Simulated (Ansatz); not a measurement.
# Ag (P6_3/mmc), symmetry broken, then relaxed

Computed with DFT PBEsol, scalar-relativistic, plane waves, PAW in Ansatz 0.2.0. Cutoff 420 eV, Γ-centred 12×12×4 k-points, Gaussian smearing of 0.15 eV. No spin polarisation. Energies are free energies at this smearing, counted from the undisturbed cell; pressure is positive in compression.

The starting cell (relaxed at this level; this form isn't the usual structure):

```yaml
crystal:
  lattice:
    - [2.87095, 0.00000, 0.00000]
    - [-1.43548, 2.48632, 0.00000]
    - [0.00000, 0.00000, 9.33806]
  atoms:
    - { symbol: Ag, position: [0.33333, 0.66667, 0.25000] }
    - { symbol: Ag, position: [0.66667, 0.33333, 0.75000] }
    - { symbol: Ag, position: [0.00000, 0.00000, 0.00000] }
    - { symbol: Ag, position: [0.00000, 0.00000, 0.50000] }
```

The atoms are displaced (Å, in the unstrained cell):

```csv
atom,ux,uy,uz
Ag1,0.094,0.063,0.002
Ag2,-0.088,-0.117,0.086
Ag3,-0.110,0.033,-0.082
Ag4,0.104,0.022,-0.007
```

The cell is strained by (-0.0326, -0.0059, 0.0182, -0.0690, 0.0072, -0.0180) (xx, yy, zz, yz, xz, xy; engineering shear). Cell and atoms are then relaxed.

Problem. Does the relaxation return to the undisturbed structure?

Solution. Yes (up to a choice of domain or origin): same space group and volume, and an energy 0.0 meV/atom from it. The disturbance itself cost 44.8 meV/atom. The final space group reads P6_3/mmc (tolerance 0.05 Å) and the volume changes by 0.12 %.

Final structure:

```xyz
4
Lattice="2.8756 -0.0007 0.0003 -1.4384 2.4895 -0.0007 0.0011 -0.0032 9.3238" Properties=species:S:1:pos:R:3 pbc="T T T"
Ag   -0.0013    1.6587    2.3306
Ag    1.4398    0.8266    6.9928
Ag    2.8755   -0.0007    0.0003
Ag    0.0004   -0.0012    4.6618
```

The relaxation, step by step (energy from the first step; small jumps at an unchanged geometry come where the plane waves are selected anew for the new cell):

```tsv
step	ΔE (meV/atom)	largest force component (eV/Å)	pressure (GPa)
1	0.0	0.962	4.55
2	-39.6	0.288	-1.04
3	-44.4	0.018	0.77
4	-44.7	0.001	0.04
5	-44.8	0.001	0.03
```

Cost: 3 runs of about 12 core-minutes in all, on Intel Xeon Processor @ 2.50GHz (Skylake/Cascade Lake) (shared hosts).